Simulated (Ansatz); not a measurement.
The start is a generated trial cell of WS2 in the AFLOW prototype A2B_tP6_129_ac_c (C38, as in Cu2Sb). Cell shape, volume and atoms are optimised at zero target pressure with PBEsol (plane waves to 420 eV, PAW, scalar-relativistic; Ansatz, an electronic-structure program). The first steps use a coarse 6×6×4 k-mesh.

The start:
```
CELL_PARAMETERS angstrom
      4.15546     0.00000     0.00000
      0.00000     4.15546     0.00000
      0.00000     0.00000     6.34060
ATOMIC_POSITIONS crystal
  S  0.00000 0.00000 0.00000
  S  0.50000 0.50000 0.00000
  S  0.50000 0.00000 0.27000
  S  0.00000 0.50000 0.73000
  W  0.50000 0.00000 0.70000
  W  0.00000 0.50000 0.30000
```

Q: How large is the pressure on the unrelaxed cell, and of which sign?

A: -22 GPa (negative: the cell is under tension).

Q: How much energy is released per atom?

A: 1.03 eV/atom.

Q: How do the shortest distances between atoms change?

A: The closest pairs of elements (up to four, under 3.6 Å), start → end: S–W 2.73 → 2.40 Å; S–S 2.69 → 2.73 Å.

Q: Is the relaxed structure metallic? Give its gap.

A: No gap (metallic).

Q: Give the final cell and atomic positions.

A: 
```cif
data_S4W2
_chemical_formula_sum 'S4 W2'
_space_group_name_H-M_alt 'P4/nmm :1'
_space_group_IT_number 129
_space_group_name_Hall 'P 4ab 2ab -1ab'
_cell_length_a 3.85709
_cell_length_b 3.85709
_cell_length_c 6.28491
_cell_angle_alpha 90.000
_cell_angle_beta 90.000
_cell_angle_gamma 90.000
loop_
_space_group_symop_operation_xyz
  'x, y, z'
  '-y+1/2, x+1/2, z'
  '-x, -y, z'
  'y+1/2, -x+1/2, z'
  'x+1/2, -y+1/2, -z'
  '-y, -x, -z'
  '-x+1/2, y+1/2, -z'
  'y, x, -z'
  '-x+1/2, -y+1/2, -z'
  'y, -x, -z'
  'x+1/2, y+1/2, -z'
  '-y, x, -z'
  '-x, y, z'
  'y+1/2, x+1/2, z'
  'x, -y, z'
  '-y+1/2, -x+1/2, z'
loop_
_atom_site_label
_atom_site_type_symbol
_atom_site_symmetry_multiplicity
_atom_site_Wyckoff_symbol
_atom_site_fract_x
_atom_site_fract_y
_atom_site_fract_z
_atom_site_occupancy
S1 S 2 a 0.00000 0.00000 0.00000 1
S2 S 2 c 0.50000 0.00000 0.38080 1
W1 W 2 c 0.00000 0.50000 0.22848 1
```

The space group stays P4/nmm (No. 129) (the run could not lower it), with 6 atoms in the primitive cell. Final values are on a 12×12×8 k-mesh of the relaxed cell. No spin polarisation in the result.

The run could not lower the symmetry of its start; a shaken copy of this end point relaxes with PBEsol to P2₁/m (No. 11), 0.53 eV/atom lower.

The relaxed structure here is a generated cell of WS2: the first start was made by placing the elements on the sites of a structure type, and the end was not matched to a known phase here, so it may be hypothetical. Known forms of WS2 include space group No. 194.
